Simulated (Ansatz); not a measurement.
MgO:
```
MgO
1.0
    0.00000     2.10711     2.10711
    2.10711     0.00000     2.10711
    2.10711     2.10711     0.00000
Mg O
1 1
Direct
  0.00000   0.00000   0.00000
  0.50000   0.50000   0.50000
```

Tensor components refer to the Cartesian frame of this cell.

Q: Give the high-frequency dielectric tensor and the Born effective charge tensors of the independent atoms from DFPT, DFT-PBEsol in the program Ansatz with PAW potentials.

A: 
ε∞:
```
3.25  0.00  0.00
0.00  3.25  0.00
0.00  0.00  3.25
```
Z* of atom 1 (Mg), rows: field, columns: displacement, in e:
```
1.98  0.00  0.00
0.00  1.98  0.00
0.00  0.00  1.98
```
Z* of atom 2 (O), rows: field, columns: displacement, in e:
```
-1.98   0.00   0.00
 0.00  -1.98   0.00
 0.00   0.00  -1.98
```

Space group Fm-3m (rock salt). Symmetry was held in the PBEsol relaxation. The volume moved by -16 % from the start of the relaxation.

Potentials: the later of the program's two PAW sets.
